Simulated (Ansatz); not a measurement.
All numbers below come from DFT PBE, scalar-relativistic, plane waves, PAW in Ansatz 0.2.0. Plane waves to 420 eV, a 6×6×4 mesh through Γ for the 13-atom cell and 0.02 eV Gaussian smearing; no spin polarisation.

Energies over the elements count from the elements' standard structures at the same level (O₂ as a molecule), with no fitted energy shifts.

Problem. Give a relaxed trial structure of a hexagonal semiconductor with formula MgSi4O8, with a gap near 1.4 eV, a formation energy near −2.39 eV/atom and a density near 2.08 g/cm³, in a cell of 13 atoms.

Solution. MgSi4O8, space group P-6m2 (No. 187). Mg has 3 O at 3.07 Å, 12 O at 3.44 Å and 6 Si at 3.47 Å; Si on its first site is surrounded by 4 O at 1.61–1.62 Å; Si on its second site has 4 O at 1.62–1.64 Å, 4 Si at 3.25–3.27 Å and 3 Mg at 3.47 Å; O on a site of symmetry m is surrounded by 2 Si at 1.62 Å, 6 O at 2.63–2.67 Å and 2 Mg at 3.44 Å; 2 more sites not described.

```
Mg Si O
1.0
     5.31080    0.00000    0.00000
    -2.65540    4.59929    0.00000
     0.00000    0.00000    8.64160
Mg Si O
1 4 8
Direct
  0.00000 0.00000 0.00000
  0.33333 0.66667 0.68685
  0.66667 0.33333 0.18921
  0.66667 0.33333 0.81079
  0.33333 0.66667 0.31315
  0.99911 0.49955 0.74738
  0.50045 0.49955 0.74738
  0.50045 0.00089 0.74738
  0.33333 0.66667 0.50000
  0.66667 0.33333 0.00000
  0.50045 0.00089 0.25262
  0.50045 0.49955 0.25262
  0.99911 0.49955 0.25262
```

The volume per atom is 16.24 Å³. The density is 2.08 g/cm³, the energy over the elements is −2.386 eV/atom and the gap on the 6×6×4 mesh of the 13-atom cell is 1.40 eV.

The structure comes from a generated guess, relaxed at this level; another structure or a mixture of phases may lie lower. The answer needn't be unique; the calculation gave this one.

Kohn–Sham gaps at this level usually fall short of measured ones. Symmetry constrained the relaxation, so the result can be a saddle point.
